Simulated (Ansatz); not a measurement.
## Does relaxation matter for the field gradients of K2S with Br replacing S?

Start: a supercell of K2S (antifluorite type, Fm-3m) built from a computed structure from the Materials Project (it need not be an observed phase), with all atoms left at the host's positions.

```cif
data_K16S7Br
_symmetry_space_group_name_H-M 'Fm-3m'
_symmetry_Int_Tables_number 225
_cell_length_a 14.8278
_cell_length_b 14.8278
_cell_length_c 14.8278
_cell_angle_alpha 90.000
_cell_angle_beta 90.000
_cell_angle_gamma 90.000
loop_
_atom_site_label
_atom_site_type_symbol
_atom_site_symmetry_multiplicity
_atom_site_Wyckoff_symbol
_atom_site_fract_x
_atom_site_fract_y
_atom_site_fract_z
K1 K 32 f 0.3750 0.3750 0.3750
K4 K 32 f 0.8750 0.6250 0.6250
Br Br 4 a 0.0000 0.0000 0.0000
S18 S 24 d 0.2500 0.2500 0.0000
S24 S 4 b 0.5000 0.5000 0.5000
```

One atom of each set is listed; the run and its k-mesh use a cell of 24 atoms with edges of 10.48, 10.48, 10.48 Å.

Level of theory: DFT, PBE, plane waves and PAW, scalar-relativistic, 420 eV cutoff, Γ-centred 2×2×2 k-points, Fermi–Dirac smearing 0.01 eV, cell charge +1 (Ansatz 0.2.0).

The largest force at the start is 0.54 eV/Å. Relaxing the ions at fixed cell moves them by 0.184 Å at most (atom 8, K) and 0.111 Å rms.

```json
{"site": "K1", "moved (Å)": "0.057", "first shell before": "4 S at 3.21 Å", "first shell after": "4 S at 3.15–3.23 Å", "V_zz before (10²¹ V/m²)": "-0.13", "η before": "0.00"}
{"site": "K4", "moved (Å)": "0.184", "first shell before": "1 Br at 3.21 Å, 3 S at 3.21 Å", "first shell after": "3 S at 3.15 Å, 1 Br at 3.39 Å; also 3 K at 3.64 Å", "V_zz before (10²¹ V/m²)": "1.47", "η before": "0.00"}
{"site": "Br", "moved (Å)": "0.000", "first shell before": "8 K at 3.21 Å", "first shell after": "8 K at 3.39 Å", "V_zz before (10²¹ V/m²)": "0.00", "η before": "–"}
{"site": "S18", "moved (Å)": "0.000", "first shell before": "8 K at 3.21 Å", "first shell after": "8 K at 3.15–3.23 Å", "V_zz before (10²¹ V/m²)": "1.40", "η before": "0.28"}
```

**Question.** What are V_zz and η after the relaxation?

**Answer.** 

| site | V_zz after | η after | change of V_zz |
| --- | --- | --- | --- |
| K1 | -0.29 | 0.00 | -0.16 |
| K4 | 2.29 | 0.00 | +0.82 |
| Br | 0.00 | – | 0.00 |
| S18 | -0.100 | 0.05 | – |

The largest change of V_zz along a kept axis is on K4, from 1.47 to 2.29. The whole tensor moves most on S18, by 1.35 along its most changed direction. In per cent, |V_zz| changes by +56 on K (all sites that start above 0.5, bar those whose gradient vanishes or changes sign or whose main axis turns by over 40°). On S18 the largest principal value lies along another axis in the second run, so the two V_zz can't be compared directly. Other sites without a gradient aren't listed.

The defect repeats with the cell of 24 atoms, so it feels its images: sites between two images don't show the values beside a lone defect, and zeros or small values of η there can come from the images' arrangement. A uniform background compensates the cell's charge.
Before: The neighbours have not yet relaxed around the defect (largest force 0.54 eV/Å), so a real crystal will differ.
After: The relaxation keeps the site symmetry m-3m of the start, so the impurity can't leave its site; a start off the site could end lower.
